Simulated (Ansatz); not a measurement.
HfO2:
```
CELL_PARAMETERS angstrom
      3.53744     0.00000     0.00000
      0.00000     3.53744     0.00000
      0.00000     0.00000     5.10350
ATOMIC_POSITIONS crystal
  Hf 0.50000 0.50000 0.50000
  Hf 0.00000 0.00000 0.00000
  O  0.00000 0.50000 0.70359
  O  0.00000 0.50000 0.20359
  O  0.50000 0.00000 0.79641
  O  0.50000 0.00000 0.29641
```

Cartesian axes are those of the cell as given.

Give the high-frequency dielectric tensor and the Born effective charge tensors of the independent atoms from DFPT, LDA in the plane-wave PAW code Ansatz.


ε∞:
```
5.37  0.00  0.00
0.00  5.37  0.00
0.00  0.00  4.90
```
Z* of atom 1 (Hf), rows: field, columns: displacement, in e:
```
5.57  0.00  0.00
0.00  5.57  0.00
0.00  0.00  4.92
```
Z* of atom 3 (O), rows: field, columns: displacement, in e:
```
-3.41   0.00   0.00
 0.00  -2.16   0.00
 0.00   0.00  -2.46
```

Space group P4_2/nmc. This is a known high-temperature phase of the composition, computed here at zero pressure and temperature. The LDA relaxation kept the symmetry of its start; whether a distortion lowers the energy is not shown. The run is not spin-polarised. Scalar-relativistic: spin–orbit coupling is off unless named, which matters more the heavier the elements.

Potentials: the earlier of the program's two PAW sets. The files were generated under PBE; for other functionals the program regenerates the frozen cores, and for LDA and PBEsol the local potential too.
